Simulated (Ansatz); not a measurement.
Data:

Zn2SeS:
```xyz
4
Lattice="1.9538 1.1280 6.3869 -1.9538 1.1280 6.3869 0.0000 -2.2561 6.3869" Properties=species:S:1:pos:R:3 pbc="T T T"
Zn     0.0000     0.0000     0.0723
Zn     0.0000     0.0000     9.5110
Se     0.0000     0.0000    11.9646
S      0.0000     0.0000     2.4024
```

This is the r²SCAN-relaxed structure. Tensor components refer to the Cartesian frame of this cell.

### Question
All from DFT-r²SCAN in the program Ansatz with PAW potentials, unless another level is named. Estimate the band gap.

### Answer
2.04 eV (direct).

### Question
What about the hole effective mass, band 2 of 2 at the edge?

### Answer
0.14 along x, 1.7 along z (mₑ).

### Question
Predict the electron effective mass.

### Answer
0.16 mₑ (isotropic).

### Question
Next, the valence-band maximum?

### Answer
at Γ.

Space group R3m. The first step of the workflow began from a Materials Project structure, measured or hypothetical; the Crystallography Open Database copy checked does not list it. Whether it is the stable phase at ambient conditions was not checked. Symmetry was held in the r²SCAN relaxation; whether a distortion lowers the energy is not shown. Spin–orbit coupling is left out wherever it is not named.

Potentials: the later of the program's two PAW sets.
